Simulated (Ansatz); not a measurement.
Question: Zr (hcp (Mg type), P6_3/mmc) is relaxed with r²SCAN+D4 in the plane-wave PAW code Ansatz. What lattice parameters of the conventional cell result?

Answer: a = 3.242 Å, c = 5.145 Å.

Symmetry was held in the r²SCAN+D4 relaxation. The run is not spin-polarised. The pairwise dispersion correction was not fitted to metals. Axis ratios of metals converge slowly with the k-mesh, so a and c are less sure than the volume.

Potentials: the later of the program's two PAW sets.
